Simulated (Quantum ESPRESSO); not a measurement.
# Al3MgN4: input and log of a self-consistent run

Simulated, not a measurement. The program is pw.x of Quantum ESPRESSO 7.5 (plane-wave density functional theory). The cell is made up: 8 atoms on a rocksalt lattice, with randomly drawn elements, strain and displacements, not relaxed. PseudoDojo standard norm-conserving files (v0.5 for PBE, v0.4.1 for LDA and PBEsol) set the functional; there is no spin polarisation, spin-orbit coupling or dispersion term, and the masses in the input are unused placeholders. A spin-polarised start on this cell or one of its family kept no moment.

Input:

```
&control calculation='scf', pseudo_dir='./dojo.nc.sr.pbe.v0_5.standard.upf', outdir='./o', disk_io='low', tprnfor=.true., tstress=.true. /
&system ibrav=0, nat=8, ntyp=3, nbnd=30, ecutwfc=84.00895049, nosym=.true., tot_charge=0,
 occupations='smearing', smearing='fd', degauss=0.0073498644
/
&electrons conv_thr=7.350e-09, electron_maxstep=60, /
ATOMIC_SPECIES
Al 1.0 Al.upf
Mg 1.0 Mg.upf
N 1.0 N.upf
CELL_PARAMETERS angstrom
4.039 -0.0771 0.0
-0.0771 4.039 0.0
0.0 0.0 4.039
ATOMIC_POSITIONS angstrom
Al -0.0762 -0.0708 0.0008
Mg 0.0202 2.0381 2.2018
Al 2.0882 -0.1113 1.8778
Al 2.0524 1.9519 -0.1202
N 1.8953 -0.107 -0.0766
N 2.0761 1.9013 2.0921
N 4.0422 -0.1477 2.014
N 4.0307 2.0182 0.0254
K_POINTS automatic
6 6 6 1 1 1
```

The log is shortened where brackets say so; the opening notice, blank lines, dates and the lines on written files are dropped, and the path of the files is cut. It prints rydbergs, bohrs and kilobars, and counts compression as positive stress.

```
     Program PWSCF v.7.5
     Parallel version (MPI & OpenMP), running on       4 processor cores
     Number of MPI processes:                 4
     Threads/MPI process:                     1
     [start-up lines left out]
     bravais-lattice index     =            0
     lattice parameter (alat)  =       7.6340  a.u.
     unit-cell volume          =     444.4878 (a.u.)^3
     number of atoms/cell      =            8
     number of atomic types    =            3
     number of electrons       =        39.00
     number of Kohn-Sham states=           30
     kinetic-energy cutoff     =      84.0090  Ry
     charge density cutoff     =     336.0358  Ry
     scf convergence threshold =      7.3E-09
     mixing beta               =       0.7000
     number of iterations used =            8  plain     mixing
     Exchange-correlation= PBE
                           (   1   4   3   4   0   0   0)
     [axes and pseudopotential details left out]
   Cartesian axes
     site n.     atom                  positions (alat units)
         1        Al     tau(   1) = (  -0.0188626  -0.0175259   0.0001980  )
         2        Mg     tau(   2) = (   0.0050003   0.5045132   0.5450356  )
         3        Al     tau(   3) = (   0.5169150  -0.0275513   0.4648324  )
         4        Al     tau(   4) = (   0.5080530   0.4831752  -0.0297544  )
         5        N      tau(   5) = (   0.4691643  -0.0264869  -0.0189616  )
         6        N      tau(   6) = (   0.5139197   0.4706496   0.5178804  )
         7        N      tau(   7) = (   1.0006100  -0.0365618   0.4985475  )
         8        N      tau(   8) = (   0.9977633   0.4995871   0.0062875  )
     number of k points=   108  Fermi-Dirac smearing, width (Ry)=  0.0073
     Number of k-points >= 100: set verbosity='high' to print them.
     Dense  grid:    46247 G-vectors     FFT dimensions: (  45,  45,  45)
     Estimated max dynamical RAM per process >     125.89 MB
     Estimated total dynamical RAM >     469.69 MB
     Initial potential from superposition of free atoms
     starting charge      38.9918, renormalised to      39.0000
     Starting wfcs are   33 randomized atomic wfcs
     total cpu time spent up to now is        2.0 secs
     per-process dynamical memory:   107.5 Mb
     Self-consistent Calculation
     iteration #  1     ecut=    84.01 Ry     beta= 0.70
     Davidson diagonalization with overlap
     ethr =  1.00E-02,  avg # of iterations =  6.3
     total cpu time spent up to now is        6.9 secs
     total energy              =    -215.50655965 Ry
     estimated scf accuracy    <       1.52754557 Ry
     iteration #  2     ecut=    84.01 Ry     beta= 0.70
     Davidson diagonalization with overlap
     ethr =  3.92E-03,  avg # of iterations =  2.3
     total cpu time spent up to now is       10.6 secs
     total energy              =    -215.97232462 Ry
     estimated scf accuracy    <       0.79822913 Ry
     iteration #  3     ecut=    84.01 Ry     beta= 0.70
     Davidson diagonalization with overlap
     ethr =  2.05E-03,  avg # of iterations =  2.0
     total cpu time spent up to now is       14.0 secs
     total energy              =    -216.10568043 Ry
     estimated scf accuracy    <       0.03290141 Ry
     iteration #  4     ecut=    84.01 Ry     beta= 0.70
     Davidson diagonalization with overlap
     ethr =  8.44E-05,  avg # of iterations =  7.6
     total cpu time spent up to now is       18.7 secs
     total energy              =    -216.11369254 Ry
     estimated scf accuracy    <       0.01991843 Ry
     iteration #  5     ecut=    84.01 Ry     beta= 0.70
     Davidson diagonalization with overlap
     ethr =  5.11E-05,  avg # of iterations =  2.0
     total cpu time spent up to now is       21.9 secs
     total energy              =    -216.11643838 Ry
     estimated scf accuracy    <       0.00474424 Ry
     iteration #  6     ecut=    84.01 Ry     beta= 0.70
     Davidson diagonalization with overlap
     ethr =  1.22E-05,  avg # of iterations =  4.3
     total cpu time spent up to now is       25.6 secs
     total energy              =    -216.11713851 Ry
     estimated scf accuracy    <       0.00052862 Ry
     iteration #  7     ecut=    84.01 Ry     beta= 0.70
     Davidson diagonalization with overlap
     ethr =  1.36E-06,  avg # of iterations =  5.6
     total cpu time spent up to now is       29.5 secs
     total energy              =    -216.11718924 Ry
     estimated scf accuracy    <       0.00009223 Ry
     iteration #  8     ecut=    84.01 Ry     beta= 0.70
     Davidson diagonalization with overlap
     ethr =  2.36E-07,  avg # of iterations =  2.0
     total cpu time spent up to now is       32.7 secs
     total energy              =    -216.11719774 Ry
     estimated scf accuracy    <       0.00002407 Ry
     iteration #  9     ecut=    84.01 Ry     beta= 0.70
     Davidson diagonalization with overlap
     ethr =  6.17E-08,  avg # of iterations =  2.0
     total cpu time spent up to now is       36.1 secs
     total energy              =    -216.11720277 Ry
     estimated scf accuracy    <       0.00000033 Ry
     iteration # 10     ecut=    84.01 Ry     beta= 0.70
     Davidson diagonalization with overlap
     ethr =  8.53E-10,  avg # of iterations =  3.2
     total cpu time spent up to now is       39.9 secs
     total energy              =    -216.11720286 Ry
     estimated scf accuracy    <       0.00000007 Ry
     iteration # 11     ecut=    84.01 Ry     beta= 0.70
     Davidson diagonalization with overlap
     ethr =  1.88E-10,  avg # of iterations =  2.0
     total cpu time spent up to now is       43.1 secs
     End of self-consistent calculation
     Number of k-points >= 100: set verbosity='high' to print the bands.
     the Fermi energy is    10.9199 ev
!    total energy              =    -216.11720287 Ry
     estimated scf accuracy    <          2.0E-09 Ry
     smearing contrib. (-TS)   =      -0.00788259 Ry
     internal energy E=F+TS    =    -216.10932028 Ry
     The total energy is F=E-TS. E is the sum of the following terms:
     one-electron contribution =     -78.76625422 Ry
     hartree contribution      =      62.27470164 Ry
     xc contribution           =     -48.11656121 Ry
     ewald contribution        =    -151.50120649 Ry
     convergence has been achieved in  11 iterations
     Forces acting on atoms (cartesian axes, Ry/au):
     atom    1 type  1   force =     0.03818176    0.05518921    0.00288604
     atom    2 type  2   force =     0.02426157   -0.06395751   -0.14055710
     atom    3 type  1   force =    -0.04239609    0.01742298    0.04752949
     atom    4 type  1   force =    -0.03990567   -0.02148522    0.09266235
     atom    5 type  3   force =     0.08330626    0.03261044    0.02874021
     atom    6 type  3   force =    -0.04314888    0.00589046   -0.09455590
     atom    7 type  3   force =    -0.00125640    0.06073858   -0.01395500
     atom    8 type  3   force =    -0.01904254   -0.08640894    0.07724991
     Total force =     0.285126     Total SCF correction =     0.000062
     Computing stress (Cartesian axis) and pressure
          total   stress  (Ry/bohr**3)                   (kbar)     P=      236.90
   0.00135593   0.00042534  -0.00008156          199.46       62.57      -12.00
   0.00042534   0.00151566  -0.00000331           62.57      222.96       -0.49
  -0.00008156  -0.00000331   0.00195974          -12.00       -0.49      288.29
     init_run     :      1.80s CPU      1.85s WALL (       1 calls)
     electrons    :     40.82s CPU     41.15s WALL (       1 calls)
     forces       :      0.53s CPU      0.53s WALL (       1 calls)
     stress       :      1.88s CPU      1.88s WALL (       1 calls)
     [timing details left out]
     PWSCF        :     45.18s CPU     45.60s WALL
     JOB DONE.
```

In other units: free energy -2940.424 eV for the cell, pressure 23.69 GPa, largest force component 3.614 eV/Å. A rerun of the same cell at another strain at 1437 eV and a 8 x 8 x 8 mesh moved values by no more than 0.005 eV in energy, 0.07 GPa in stress and 0.008 eV/Å in force.